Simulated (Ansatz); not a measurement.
A trial cell of RuAuC4N4, before relaxation:

```cif
data_structure
_symmetry_space_group_name_H-M 'P-43m'
_symmetry_Int_Tables_number 215
_cell_length_a 5.8584
_cell_length_b 5.8584
_cell_length_c 5.8584
_cell_angle_alpha 90.000
_cell_angle_beta 90.000
_cell_angle_gamma 90.000
_cell_volume 201.06
loop_
_atom_site_label
_atom_site_type_symbol
_atom_site_symmetry_multiplicity
_atom_site_Wyckoff_symbol
_atom_site_fract_x
_atom_site_fract_y
_atom_site_fract_z
_atom_site_occupancy
Ru1 Ru 1 a 0.00000 0.00000 0.00000 1
C1 C 4 e 0.18685 0.18685 0.18685 1
Au1 Au 1 b 0.50000 0.50000 0.50000 1
N1 N 4 e 0.30216 0.30216 0.30216 1
```

All numbers below come from Ansatz, DFT PBE, scalar-relativistic, plane waves, PAW. Cutoff 420 eV, Gaussian smearing, Γ-centred meshes. Cell and atoms relax first on a coarse mesh and then on a finer one. In between, the cell is made exact in the group found at 0.06 Å. In metals the finer mesh still leaves noise of several meV/atom or more. The steps can't lower the symmetry of their start. Collinear spin, starting moments Ru 1.0 μB.

A guess keeps its type if space group and coordination stay and the shape of the cell changes little (axis ratios within about 15 %, angles within 6°); the volume may change.

Task: Will the relaxed cell still be of the starting type?

Result: It keeps its type. The symmetry stays P-43m (No. 215). The volume per atom grows by 12.3 %, from 20.1 to 22.6 Å³. The shortest distance goes from 1.17 Å (C–N) to 1.18 Å (C–N). Counting neighbours within 15 % of an atom's shortest distance, the start has Au 4, C 1, N 1, Ru 4 and the end Au 4, C 1, N 1, Ru 4.

The last run used collinear spin, a 6×6×6 mesh for its 10-atom cell and Gaussian smearing of 0.10 eV. These runs have no spin–orbit coupling, which can matter for Au. Another magnetic order may lie lower. A structure relaxed within its symmetry needn't be a true minimum.
